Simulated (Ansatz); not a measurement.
The geometry is COD entry 1539531, unchecked; take it as a test cell. The listed cell was then made from it by scaling, straining or moving an atom.

LaS: DFT, r2SCAN, PAW with Ansatz's default frozen-core files, scalar-relativistic (Ansatz 0.2.0).

The relaxation starts from this cell:

```
CELL_PARAMETERS angstrom
0.00000 2.92700 2.92700
2.92700 0.00000 2.92700
2.92700 2.92700 0.00000
ATOMIC_POSITIONS crystal
La 0.99217 0.00994 0.00197
S 0.50143 0.51019 0.49437
```

Output:

```
La: output.efg is read without spin–orbit coupling, which moves field gradients at and beside such atoms by some per cent and up to a factor of two; PAW files take it under magnetization.noncollinear and magnetization.spin_orbit
Engine: ansatz 0.2.0
Pseudopotentials: kind: paw
Pseudopotential: La, paw, valence charge 11, recommended cutoff 500 eV (meta_gga)
Pseudopotential: S, paw, valence charge 6, recommended cutoff 500 eV (meta_gga)
Functional definition: r2SCAN
  parameter k0 = 0.174
  parameter k1 = 0.065
  parameter a1 = 4.9479
  exchange = r2scan_x(k0 = k0, k1 = k1, a1 = a1)
  correlation = r2scan_c
Crystal: 2 atoms, lattice volume = 50.153 Å³
Basis set: ecut = 500 eV, 1243 PW (Γ), exchange–correlation on 128×128×128 points (64 copies of the dense FFT grid, shifted against one another)
Bands: 13, of which v1, the nominal top of the filled ones, is band 9 counted from 1 (8 counted from 0)
Symmetry: 1 space group operations
Space group: P1 (ITA 1), of the structure as read, at distance tolerance 3.7e-5 Å
k-points: 172 of 343 (time reversal used)
Non-local potential: La, projectors of the file, l = 0: 3, l = 1: 2, l = 2: 2, l = 3: 3
Non-local potential: S, projectors of the file, l = 0: 2, l = 1: 2, l = 2: 2
PAW form: soft (Blöchl's): semilocal exchange-correlation on the pseudo side does not see the compensation charge
PAW frozen core: La, regenerated for the run's functional (the file was generated under x = pbe(κ = 0.804, μ = 0.2195149727645171), c = pbe(β = 0.06672455060314922))
PAW frozen core: S, regenerated for the run's functional (the file was generated under x = pbe(κ = 0.804, μ = 0.2195149727645171), c = pbe(β = 0.06672455060314922))
PAW one-centre angular grid: La, 974 points (default); XC on 160 Gauss nodes
PAW one-centre angular grid: S, 302 points (default); XC on 160 Gauss nodes
Initial density: superposition of atomic densities (neutral atoms: chi_scale 0, normalization atom), corrected by the library's trained network
Initial wavefunctions: pseudopotential atomic-orbital guess
Functional: x = r2scan, c = r2scan; τ floored in thin density (d = 2e-4 eV/Å³)
SCF iter   1: F=—  HF=-7175.289664 eV  |F-HF|=—  |Δ(HF+E_count)|=         —  Δρ=8.61e-3  dr2=4.55e-2  dr2_τ=9.72e-3  ethr=1.77e-3  ⟨swp⟩=5.1  Hψ=12012  notcnv=0
preconditioner: auto → Kerker (q_TF=auto, 2.278 Å⁻¹)  [metal: Δε(μ)=0.009 eV  Ē_g=12.772 eV  σ=0.020 eV  W_gap=0.11  n_scr=14 (ndim 8)  ℏωp=20.3 eV  f_vac=0.000  D(μ)=2.00/eV (n_scr^D=14)]
SCF iter   2: F=—  HF=-7175.344894 eV  |F-HF|=—  |Δ(HF+E_count)|=   5.52e-2  Δρ=4.49e-3  dr2=1.37e-2  dr2_τ=4.18e-4  ethr=2.68e-4  ⟨swp⟩=3.0  Hψ=6190  notcnv=0  defer=22
SCF iter   3: F=—  HF=-7175.341318 eV  |F-HF|=—  |Δ(HF+E_count)|=   3.58e-3  Δρ=9.57e-4  dr2=3.17e-4  dr2_τ=6.95e-5  ethr=8.05e-5  ⟨swp⟩=3.2  Hψ=5146  notcnv=0  defer=22
SCF iter   4: F=—  HF=-7175.341441 eV  |F-HF|=—  |Δ(HF+E_count)|=   1.23e-4  Δρ=3.38e-4  dr2=6.86e-5  dr2_τ=4.44e-6  ethr=1.87e-6  ⟨swp⟩=2.0  Hψ=4386  notcnv=0  defer=22
SCF iter   5: F=—  HF=-7175.341448 eV  |F-HF|=—  |Δ(HF+E_count)|=   7.44e-6  Δρ=6.94e-5  dr2=3.12e-6  dr2_τ=5.88e-8  ethr=4.03e-7  ⟨swp⟩=3.0  Hψ=4293  notcnv=0  defer=22
SCF iter   6: F=-7175.341449 eV  HF=-7175.341449 eV  |F-HF|=9.44e-9  |Δ(HF+E_count)|=   7.49e-7  Δρ=1.09e-5  dr2=6.48e-8  dr2_τ=2.50e-9  ethr=5.88e-10  ⟨swp⟩=4.0  Hψ=9332  notcnv=0
SCF 1 converged in 6 iterations: F = -7175.341449 eV  dr2 = 6.48e-8
  greatest PAW one-centre occupation: 0.965 electrons in one spin orbital (limit 2), on the La atom at site 0 (counted from 0), in its partial waves of l = 0
relax step   1: F+E_penalty+E_count = -7175.34144915 eV  Δ(F+E_penalty+E_count) = +0.000e0 eV  max|allowed force component| = 1.860e-1 eV/Å  Δτ_max = 0.0000 Å  P = +1.648 GPa  Ω = 50.153 Å³  (6 SCF iters, dr2 threshold 1.00e-7 eV, accepted)
Crystal: 2 atoms, lattice volume = 52.354 Å³
Basis set: ecut = 500 eV, 1363 PW (Γ), exchange–correlation on 128×128×128 points (64 copies of the dense FFT grid, shifted against one another)
Initial density: handed on by an earlier stage of this run
Initial wavefunctions: those handed on with the density
iter 1 solved again at ethr=2.97e-5 eV; its pass at ethr=3.10e-3 eV (dr2=5.05e-3 eV) is discarded
SCF iter   1: F=—  HF=-7175.292649 eV  |F-HF|=—  |Δ(HF+E_count)|=         —  Δρ=2.86e-3  dr2=5.01e-3  dr2_τ=1.65e-2  ethr=2.97e-5  ⟨swp⟩=1.6  Hψ=22447  notcnv=0
preconditioner: auto → Kerker (q_TF=auto, 2.262 Å⁻¹)  [metal: Δε(μ)=0.051 eV  Ē_g=12.439 eV  σ=0.020 eV  W_gap=0.46  n_scr=14 (ndim 8)  ℏωp=19.9 eV  f_vac=0.000  D(μ)=2.41/eV (n_scr^D=14)]
SCF iter   2: F=—  HF=-7175.337238 eV  |F-HF|=—  |Δ(HF+E_count)|=   4.46e-2  Δρ=1.47e-3  dr2=1.45e-3  dr2_τ=5.43e-5  ethr=2.94e-5  ⟨swp⟩=2.0  Hψ=4482  notcnv=0
SCF iter   3: F=—  HF=-7175.337063 eV  |F-HF|=—  |Δ(HF+E_count)|=   1.75e-4  Δρ=5.52e-4  dr2=2.29e-4  dr2_τ=1.57e-5  ethr=8.55e-6  ⟨swp⟩=2.0  Hψ=3617  notcnv=0
SCF iter   4: F=—  HF=-7175.337110 eV  |F-HF|=—  |Δ(HF+E_count)|=   4.70e-5  Δρ=2.32e-4  dr2=3.48e-5  dr2_τ=1.01e-6  ethr=1.34e-6  ⟨swp⟩=2.8  Hψ=3840  notcnv=0
SCF iter   5: F=—  HF=-7175.337127 eV  |F-HF|=—  |Δ(HF+E_count)|=   1.71e-5  Δρ=5.53e-5  dr2=1.68e-6  dr2_τ=1.29e-7  ethr=2.05e-7  ⟨swp⟩=2.0  Hψ=3531  notcnv=0
SCF iter   6: F=-7175.337129 eV  HF=-7175.337128 eV  |F-HF|=1.12e-7  |Δ(HF+E_count)|=   1.28e-6  Δρ=1.79e-5  dr2=1.67e-7  dr2_τ=5.82e-9  ethr=1.18e-9  ⟨swp⟩=3.1  Hψ=9476  notcnv=0
SCF 2 converged in 6 iterations: F = -7175.337129 eV  dr2 = 1.67e-7
relax step   2: F+E_penalty+E_count = -7175.33712858 eV  Δ(F+E_penalty+E_count) = +4.321e-3 eV  max|allowed force component| = 1.847e-1 eV/Å  Δτ_max = 0.0380 Å  P = -1.899 GPa  Ω = 52.354 Å³  energy of the carried Pulay correction = -4.304e-4 eV  (6 SCF iters, dr2 threshold 2.00e-7 eV, rejected (line search))
Crystal: 2 atoms, lattice volume = 51.151 Å³
Basis set: ecut = 500 eV, 1291 PW (Γ), exchange–correlation on 128×128×128 points (64 copies of the dense FFT grid, shifted against one another)
iter 1 solved again at ethr=6.19e-6 eV; its pass at ethr=3.10e-3 eV (dr2=1.05e-3 eV) is discarded
SCF iter   1: F=—  HF=-7175.337594 eV  |F-HF|=—  |Δ(HF+E_count)|=         —  Δρ=1.38e-3  dr2=1.06e-3  dr2_τ=4.15e-3  ethr=6.19e-6  ⟨swp⟩=1.2  Hψ=21906  notcnv=0
preconditioner: auto → Kerker (q_TF=auto, 2.271 Å⁻¹)  [metal: Δε(μ)=0.057 eV  Ē_g=12.521 eV  σ=0.020 eV  W_gap=0.45  n_scr=14 (ndim 8)  ℏωp=20.1 eV  f_vac=0.000  D(μ)=2.31/eV (n_scr^D=14)]
SCF iter   2: F=—  HF=-7175.350069 eV  |F-HF|=—  |Δ(HF+E_count)|=   1.25e-2  Δρ=7.58e-4  dr2=3.70e-4  dr2_τ=1.26e-5  ethr=6.19e-6  ⟨swp⟩=2.0  Hψ=4474  notcnv=0
SCF iter   3: F=—  HF=-7175.350007 eV  |F-HF|=—  |Δ(HF+E_count)|=   6.18e-5  Δρ=2.52e-4  dr2=4.38e-5  dr2_τ=4.37e-6  ethr=2.17e-6  ⟨swp⟩=2.3  Hψ=3161  notcnv=0
SCF iter   4: F=—  HF=-7175.350026 eV  |F-HF|=—  |Δ(HF+E_count)|=   1.85e-5  Δρ=1.07e-4  dr2=5.98e-6  dr2_τ=2.47e-7  ethr=2.58e-7  ⟨swp⟩=2.3  Hψ=3724  notcnv=0
SCF iter   5: F=—  HF=-7175.350032 eV  |F-HF|=—  |Δ(HF+E_count)|=   6.45e-6  Δρ=3.24e-5  dr2=5.16e-7  dr2_τ=3.75e-8  ethr=3.52e-8  ⟨swp⟩=2.1  Hψ=3517  notcnv=0
SCF iter   6: F=—  HF=-7175.350032 eV  |F-HF|=—  |Δ(HF+E_count)|=   1.21e-7  Δρ=8.86e-6  dr2=3.92e-8  dr2_τ=1.55e-9  ethr=3.03e-9  ⟨swp⟩=2.8  Hψ=3823  notcnv=0
SCF iter   7: F=—  HF=-7175.350032 eV  |F-HF|=—  |Δ(HF+E_count)|=   3.75e-8  Δρ=1.80e-6  dr2=2.24e-9  dr2_τ=7.69e-11  ethr=2.31e-10  ⟨swp⟩=2.4  Hψ=3536  notcnv=0
SCF iter   8: F=—  HF=-7175.350032 eV  |F-HF|=—  |Δ(HF+E_count)|=   1.24e-9  Δρ=4.25e-7  dr2=1.20e-10  dr2_τ=3.85e-12  ethr=1.32e-11  ⟨swp⟩=2.8  Hψ=3778  notcnv=0
SCF iter   9: F=-7175.350032 eV  HF=-7175.350032 eV  |F-HF|=7.28e-12  |Δ(HF+E_count)|=  2.91e-11  Δρ=1.52e-7  dr2=1.54e-11  dr2_τ=5.52e-13  ethr=1.00e-12  ⟨swp⟩=6.0  Hψ=9708  notcnv=0
SCF 3 converged in 9 iterations: F = -7175.350032 eV  dr2 = 1.54e-11
relax step   3: F+E_penalty+E_count = -7175.35003207 eV  Δ(F+E_penalty+E_count) = -8.583e-3 eV  max|allowed force component| = 1.192e-2 eV/Å  Δτ_max = 0.0190 Å  P = -0.106 GPa  Ω = 51.151 Å³  energy of the carried Pulay correction = -1.990e-4 eV  (9 SCF iters, accepted)
Crystal: 2 atoms, lattice volume = 51.089 Å³
iter 1 solved again at ethr=2.83e-8 eV; its pass at ethr=3.10e-3 eV (dr2=4.82e-6 eV) is discarded
SCF iter   1: F=—  HF=-7175.350045 eV  |F-HF|=—  |Δ(HF+E_count)|=         —  Δρ=8.98e-5  dr2=4.57e-6  dr2_τ=1.55e-5  ethr=2.83e-8  ⟨swp⟩=2.9  Hψ=20922  notcnv=0
preconditioner: auto → Kerker (q_TF=auto, 2.271 Å⁻¹)  [metal: Δε(μ)=0.059 eV  Ē_g=12.516 eV  σ=0.020 eV  W_gap=0.47  n_scr=14 (ndim 8)  ℏωp=20.1 eV  f_vac=0.000  D(μ)=2.31/eV (n_scr^D=14)]
SCF iter   2: F=—  HF=-7175.350088 eV  |F-HF|=—  |Δ(HF+E_count)|=   4.26e-5  Δρ=4.83e-5  dr2=1.49e-6  dr2_τ=4.71e-8  ethr=2.69e-8  ⟨swp⟩=2.0  Hψ=3712  notcnv=0
SCF iter   3: F=—  HF=-7175.350088 eV  |F-HF|=—  |Δ(HF+E_count)|=   2.39e-7  Δρ=1.59e-5  dr2=1.74e-7  dr2_τ=1.63e-8  ethr=8.77e-9  ⟨swp⟩=2.3  Hψ=3168  notcnv=0
SCF iter   4: F=-7175.350088 eV  HF=-7175.350088 eV  |F-HF|=1.58e-8  |Δ(HF+E_count)|=   6.39e-8  Δρ=7.10e-6  dr2=2.83e-8  dr2_τ=1.01e-9  ethr=2.34e-10  ⟨swp⟩=4.1  Hψ=7382  notcnv=0
SCF 4 converged in 4 iterations: F = -7175.350088 eV  dr2 = 2.83e-8
relax step   4: F+E_penalty+E_count = -7175.35008777 eV  Δ(F+E_penalty+E_count) = -5.570e-5 eV  max|allowed force component| = 4.084e-4 eV/Å  Δτ_max = 0.0012 Å  P = -0.004 GPa  Ω = 51.089 Å³  energy of the carried Pulay correction = -1.868e-4 eV  (4 SCF iters, dr2 threshold 3.97e-8 eV, accepted)
Initial wavefunctions: pseudopotential atomic-orbital guess (no wavefunctions were taken with the density)
iter 1 solved again at ethr=8.14e-8 eV; its pass at ethr=3.10e-3 eV (dr2=1.38e-5 eV) is discarded
SCF iter   1: F=—  HF=-7175.350263 eV  |F-HF|=—  |Δ(HF+E_count)|=         —  Δρ=2.10e-5  dr2=4.82e-8  dr2_τ=9.36e-8  ethr=8.14e-8  ⟨swp⟩=3.0  Hψ=19306  notcnv=0
preconditioner: auto → Kerker (q_TF=auto, 2.271 Å⁻¹)  [metal: Δε(μ)=0.059 eV  Ē_g=12.515 eV  σ=0.020 eV  W_gap=0.47  n_scr=14 (ndim 8)  ℏωp=20.1 eV  f_vac=0.000  D(μ)=2.31/eV (n_scr^D=14)]
SCF iter   2: F=—  HF=-7175.350263 eV  |F-HF|=—  |Δ(HF+E_count)|=   5.44e-8  Δρ=1.17e-5  dr2=1.92e-8  dr2_τ=1.10e-8  ethr=2.83e-10  ⟨swp⟩=2.5  Hψ=3658  notcnv=0
SCF iter   3: F=—  HF=-7175.350263 eV  |F-HF|=—  |Δ(HF+E_count)|=   5.98e-8  Δρ=1.33e-6  dr2=9.14e-10  dr2_τ=9.55e-11  ethr=1.13e-10  ⟨swp⟩=2.0  Hψ=3709  notcnv=0
SCF iter   4: F=—  HF=-7175.350263 eV  |F-HF|=—  |Δ(HF+E_count)|=  9.49e-10  Δρ=3.23e-7  dr2=6.58e-11  dr2_τ=1.12e-11  ethr=5.38e-12  ⟨swp⟩=2.0  Hψ=3545  notcnv=0
SCF iter   5: F=-7175.350263 eV  HF=-7175.350263 eV  |F-HF|=3.64e-12  |Δ(HF+E_count)|=  7.09e-11  Δρ=1.09e-7  dr2=6.70e-12  dr2_τ=8.17e-13  ethr=1.00e-12  ⟨swp⟩=6.0  Hψ=9395  notcnv=0
SCF 5 converged in 5 iterations: F = -7175.350263 eV  dr2 = 6.70e-12
relax step   5: F+E_penalty+E_count = -7175.35026296 eV  Δ(F+E_penalty+E_count) = -1.752e-4 eV  max|allowed force component| = 4.600e-4 eV/Å  Δτ_max = 0.0000 Å  P = -0.004 GPa  Ω = 51.089 Å³  stress off target by 1.02e-2 GPa  SCF on the basis re-selected at this cell (its energy is not comparable with the rows above)  (5 SCF iters)
basis re-selected at this cell: Δ(F+E_penalty+E_count) = -1.752e-4 eV, ΔP = +0.000 GPa vs the last step (what re-selecting the basis moved, of the pressure what is left beyond the Pulay correction that the steps carried, after the strain that the cell walked since its last selection, with what the two solves' SCF thresholds leave and, on support functions, any second-order correction that the steps lacked; it is no measure of the basis error at this ecutwfc). This SCF's stress stands 1.02e-2 GPa from its target on what of the cell is left free (relax.cell.stress_tol is 5.00e-2 GPa) and its largest allowed force component is 4.60e-4 eV/Å (relax.f_tol is 1.00e-2 eV/Å): within both
SCF converged after 5 iterations
Free energy (F): -7175.350263 eV
Harris-Foulkes:  -7175.350263 eV  (|F-HF|=3.64e-12)
Internal energy: -7175.347214 eV  (E = F + TS)
E sigma→0 (E₀):  -7175.348739 eV
Entropy (-TS):   -0.003049 eV (-1.524 meV/atom)
Fermi energy:    11.877508 eV
--- Per-component energies (eV) ---
  E_band       = -33.379822
  E_kinetic    = 300.459039
  E_local      = -395.604452  (includes V_loc(G=0)·N_el)
  E_nonlocal   = 122.851558
  E_hartree    = 125.834479
  E_xc         = -225.306381
  E_vxc        = -256.392283  (∫ρ·V_xc dr)
  E_paw        = -6047.842665  (= ΣΔE_a)
  E_vpaw       = -68.723520  (= ΣTr[D̂ρ^β])
  E_aug_tail   = 0.000001  (compensation charges beyond the density's cutoff)
  E_vtau       = 12.360915  (kinetic-family band-sum trace: ∫τ·v_τ [+ j·A + Jᵃ·Aᵃ] dr)
  E_ewald      = -1055.697538
  E_core_change = -0.041254  (= ΣΔE_core)
  E_smearing   = -0.003049  (= −TS)
  E_closure    = -0.000000  (closes the sum)
  Σ components = -7175.350263   (vs F -7175.350263, Δ=0.00e0)
--- Forces (eV/Å), atoms counted from 1 ---
  atom   1  La     0.00037346    -0.00009069    -0.00046005
  atom   2  S     -0.00037321     0.00008829     0.00045987
  max |Σ_I F_I| component: 2.39e-6 eV/Å
--- Stress (GPa, compression-positive) ---
       -0.004410      -0.000668      -0.004582
       -0.000668      -0.001204       0.000936
       -0.004582       0.000936      -0.006533
  P = ⅓ Tr σ = -0.0040 GPa (-0.040 kbar)
--- PAW observables at the nuclei: V_zz in 10²¹ V/m², potentials from the cell's mean, atoms counted from 1 ---
  atom   1  La V_zz =    +0.012895   η = 0.1945   by run symmetry: allowed
            electrostatic potential = -9875.084225 V   contact ρ = 2245782.386389 e/Å³
  atom   2  S  V_zz =    +0.002184   η = 0.3673   by run symmetry: allowed
            electrostatic potential = -1637.709733 V   contact ρ = 19735.479561 e/Å³
--- Relaxed structure (4 steps of the walk, 3 accepted, 1 SCFs on fresh bases) ---
  F+E_penalty+E_count = -7175.35026296 eV   max|allowed force component| = 4.600e-4 eV/Å   (the final SCF, on the basis selected at the relaxed cell)
  cell:  # Å, volume = 51.0890 Å³
    - [0.000543940859037377, 2.9449397243551343, 2.9450477774793367]
    - [2.9455774023677503, -2.827191491984441e-5, 2.945619990253294]
    - [2.9451700151161977, 2.945104549877539, 0.00037911533663308314]
  atoms:
    - { symbol: La, position: [-0.003188920902278844, 0.010062423757807408, -0.0018361775460549123] }
    - { symbol: S, position: [0.4967859809022788, 0.5100625462421925, 0.4981839775460546] }
```
